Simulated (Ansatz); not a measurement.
Rb$_{2}$NaAlF$_{6}$:
Space group Fm-3m (No. 225); a = b = c = 8.272 Å, α = β = γ = 90.00°

| atom | site | symmetry | x | y | z |
|---|---|---|---|---|---|
| Rb | 8c | -43m | 0.2500 | 0.2500 | 0.2500 |
| Na | 4b | m-3m | 0.5000 | 0.5000 | 0.5000 |
| Al | 4a | m-3m | 0.0000 | 0.0000 | 0.0000 |
| F | 24e | 4m.m | 0.0000 | 0.0000 | 0.2205 |
(The calculation used a cell of 10 atoms; values per cell refer to that cell.)

Relaxed with r²SCAN.

Question: Which orbitals make up the states near the band edges in r²SCAN (plane waves, PAW; program Ansatz)?

Answer: Top 1 eV of the valence band: F 2p 98 %. Bottom 1 eV of the conduction band: Rb 5s 51 %, Na 3s 19 %, F 2s 17 %. Projections are on Löwdin-orthogonalised atomic valence shells; empty p or d shells of many metals are not among them.

Question: Tabulate the density of states.

Answer: States/eV per cell of 10 atoms, in 0.25 eV bins, energy from the valence-band maximum.

| E (eV) | total | F 2p | Rb 4p | Rb 5s |
|---|---|---|---|---|
| -7.00 | 0.00 | 0.00 | 0.00 | 0.00 |
| -6.75 | 11.14 | 0.62 | 10.35 | 0.00 |
| -6.50 | 29.98 | 0.99 | 28.56 | 0.07 |
| -6.25 | 6.88 | 0.10 | 6.74 | 0.02 |
| -6.00 | 0.00 | 0.00 | 0.00 | 0.00 |
| -5.75 | 0.00 | 0.00 | 0.00 | 0.00 |
| -5.50 | 0.00 | 0.00 | 0.00 | 0.00 |
| -5.25 | 0.00 | 0.00 | 0.00 | 0.00 |
| -5.00 | 0.00 | 0.00 | 0.00 | 0.00 |
| -4.75 | 0.00 | 0.00 | 0.00 | 0.00 |
| -4.50 | 0.00 | 0.00 | 0.00 | 0.00 |
| -4.25 | 0.45 | 0.37 | 0.00 | 0.00 |
| -4.00 | 6.65 | 5.53 | 0.00 | 0.01 |
| -3.75 | 0.90 | 0.75 | 0.00 | 0.00 |
| -3.50 | 0.00 | 0.00 | 0.00 | 0.00 |
| -3.25 | 0.00 | 0.00 | 0.00 | 0.00 |
| -3.00 | 0.61 | 0.54 | 0.00 | 0.00 |
| -2.75 | 7.09 | 6.32 | 0.06 | 0.01 |
| -2.50 | 16.29 | 14.63 | 0.28 | 0.01 |
| -2.25 | 0.05 | 0.05 | 0.00 | 0.00 |
| -2.00 | 5.65 | 5.36 | 0.06 | 0.14 |
| -1.75 | 8.34 | 7.85 | 0.22 | 0.11 |
| -1.50 | 18.58 | 17.68 | 0.55 | 0.01 |
| -1.25 | 7.38 | 7.27 | 0.01 | 0.00 |
| -1.00 | 2.33 | 2.17 | 0.03 | 0.08 |
| -0.75 | 28.94 | 28.17 | 0.29 | 0.15 |
| -0.50 | 16.65 | 16.14 | 0.31 | 0.03 |
| -0.25 | 13.89 | 13.71 | 0.09 | 0.01 |
| 0.00 | 10.19 | 10.12 | 0.02 | 0.00 |
| 0.25 | 0.00 | 0.00 | 0.00 | 0.00 |
| 0.50 | 0.00 | 0.00 | 0.00 | 0.00 |
| 0.75 | 0.00 | 0.00 | 0.00 | 0.00 |
| 1.00 | 0.00 | 0.00 | 0.00 | 0.00 |
| 1.25 | 0.00 | 0.00 | 0.00 | 0.00 |
| 1.50 | 0.00 | 0.00 | 0.00 | 0.00 |
| 1.75 | 0.00 | 0.00 | 0.00 | 0.00 |
| 2.00 | 0.00 | 0.00 | 0.00 | 0.00 |
| 2.25 | 0.00 | 0.00 | 0.00 | 0.00 |
| 2.50 | 0.00 | 0.00 | 0.00 | 0.00 |
| 2.75 | 0.00 | 0.00 | 0.00 | 0.00 |
| 3.00 | 0.00 | 0.00 | 0.00 | 0.00 |
| 3.25 | 0.00 | 0.00 | 0.00 | 0.00 |
| 3.50 | 0.00 | 0.00 | 0.00 | 0.00 |
| 3.75 | 0.00 | 0.00 | 0.00 | 0.00 |
| 4.00 | 0.00 | 0.00 | 0.00 | 0.00 |
| 4.25 | 0.00 | 0.00 | 0.00 | 0.00 |
| 4.50 | 0.00 | 0.00 | 0.00 | 0.00 |
| 4.75 | 0.00 | 0.00 | 0.00 | 0.00 |
| 5.00 | 0.00 | 0.00 | 0.00 | 0.00 |
| 5.25 | 0.00 | 0.00 | 0.00 | 0.00 |
| 5.50 | 0.00 | 0.00 | 0.00 | 0.00 |
| 5.75 | 0.00 | 0.00 | 0.00 | 0.00 |
| 6.00 | 0.00 | 0.00 | 0.00 | 0.00 |
| 6.25 | 0.00 | 0.00 | 0.00 | 0.00 |
| 6.50 | 0.00 | 0.00 | 0.00 | 0.00 |
| 6.75 | 0.00 | 0.00 | 0.00 | 0.00 |
| 7.00 | 0.00 | 0.00 | 0.00 | 0.00 |
| 7.25 | 0.00 | 0.00 | 0.00 | 0.00 |
| 7.50 | 0.00 | 0.00 | 0.00 | 0.00 |
| 7.75 | 0.00 | 0.00 | 0.00 | 0.00 |
| 8.00 | 0.00 | 0.00 | 0.00 | 0.00 |
| 8.25 | 0.07 | 0.00 | 0.00 | 0.03 |
| 8.50 | 0.20 | 0.00 | 0.00 | 0.10 |
| 8.75 | 0.30 | 0.01 | 0.00 | 0.15 |
| 9.00 | 0.40 | 0.02 | 0.00 | 0.20 |
| 9.25 | 0.51 | 0.02 | 0.01 | 0.25 |
| 9.50 | 0.63 | 0.03 | 0.01 | 0.30 |
| 9.75 | 0.78 | 0.05 | 0.01 | 0.36 |
| 10.00 | 1.00 | 0.06 | 0.02 | 0.43 |
| 10.25 | 1.40 | 0.09 | 0.03 | 0.54 |
| 10.50 | 1.66 | 0.09 | 0.02 | 0.50 |
| 10.75 | 2.55 | 0.09 | 0.03 | 0.54 |
| 11.00 | 6.97 | 0.22 | 0.04 | 1.55 |
| 11.25 | 4.07 | 0.09 | 0.01 | 0.47 |
| 11.50 | 7.00 | 0.15 | 0.02 | 1.06 |
| 11.75 | 7.13 | 0.16 | 0.02 | 0.72 |

The first step of the workflow began from a Materials Project structure, measured or hypothetical; the Crystallography Open Database copy checked does not list it. Whether it is the stable phase at ambient conditions was not checked. Symmetry was held in the r²SCAN relaxation; whether a distortion lowers the energy is not shown. Scalar-relativistic: spin–orbit coupling is off unless named, which matters more the heavier the elements.

Potentials: the later of the program's two PAW sets.
